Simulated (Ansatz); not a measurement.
The calculation used DFT PBE, scalar-relativistic, plane waves, PAW (Ansatz). All cells share a 420 eV cutoff and Γ-centred k meshes spaced at most about 0.3 Å⁻¹ (2π included). No spin polarisation in the final relaxations.

All energies are static (0 K, no zero-point motion). All come from trial cells, and lower structures may exist.

Problem. Which of these relaxed structures of LiBeF3 is the lowest in energy?
1.

Space group Pm-3m (No. 221). a = 3.498 Å, b = 3.498 Å, c = 3.498 Å, α = 90.00°, β = 90.00°, γ = 90.00°
```tsv
atom	site	symmetry	x	y	z
Li	1b	m-3m	0.5000	0.5000	0.5000
Be	1a	m-3m	0.0000	0.0000	0.0000
F	3d	4/mm.m	0.5000	0.0000	0.0000
```

2.

Space group Amm2 (No. 38). a = 2.768 Å, b = 5.229 Å, c = 8.166 Å, α = 90.00°, β = 90.00°, γ = 90.00°
| atom | site | symmetry | x | y | z |
| --- | --- | --- | --- | --- | --- |
| Li | 2b | mm2 | 0.5000 | 0.5000 | 0.1939 |
| Be | 2a | mm2 | 0.0000 | 0.5000 | 0.5548 |
| F | 4d | m.. | 0.0000 | 0.7521 | 0.1530 |
| F | 2b | mm2 | 0.5000 | 0.5000 | 0.4446 |

Solution. 2. It has space group Amm2 (No. 38); the next, 1, with the cubic perovskite type, space group Pm-3m (No. 221), lies 295 meV/atom higher. Counting F atoms around Be and Li (those within 1.25 times the shortest such distance or 1.15 times the sum of covalent radii; the shortest distance is added where it is long for a bond), the lowest has Li 5, Be 4 and the next has Li 12 from 2.5 Å, Be 6.

Cells relaxed within their symmetry can be saddle points. The Amm2 cell of LiBeF3 came from shaking the Pm-3m one. Some types were kept out of the candidates beforehand, so the set may lack a known form.
